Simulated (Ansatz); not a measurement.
SiC in space group P6_3/mmc (No. 194; Si on 2c, C on 2d), PBE+D3(BJ) in the plane-wave PAW code Ansatz. The conduction-band minimum lies at M, with 3 equivalent valleys. Second derivatives d²E/dk² of the lowest band at one valley (eV·Å²), along Cartesian directions:

| direction | d²E/dk² |
|---|---|
| [100] | 50.51 |
| [010] | 7.503 |
| [001] | 7.269 |
| [110] | 29.02 |
| [101] | 28.90 |
| [011] | 7.386 |

### Question
Find the principal effective masses, the density-of-states mass and the conductivity mass.

### Answer
Off-diagonal terms follow from H_xy = H[110] − (H_xx + H_yy)/2, and m*/mₑ = 7.620 eV·Å² over each eigenvalue: 0.15, 1.0, 1.0. One valley's DOS mass (m₁m₂m₃)^(1/3) = 0.54, conductivity mass 3/(Σ 1/mᵢ) = 0.35 mₑ.

### Question
What effective density of states Nc follows at 300 K for parabolic valleys?

### Answer
Nc = 2.509e19 × 3 × (0.54)^(3/2) ≈ 3.0e19 cm⁻³.

The start of the workflow was typed in or built on a structure type; neither database checked (COD, Materials Project) lists it. It is not the phase usual at ambient conditions (space group No. 186, 216). The PBE+D3(BJ) relaxation kept the symmetry of its start; whether a distortion lowers the energy is not shown. The volume moved by -44 % from the start of the relaxation. Its formation energy is positive at this level, so the cell may be metastable or incomplete.

Potentials: the later of the program's two PAW sets.

Edges and masses are those of Kohn–Sham bands, whose gap is no quasiparticle gap.
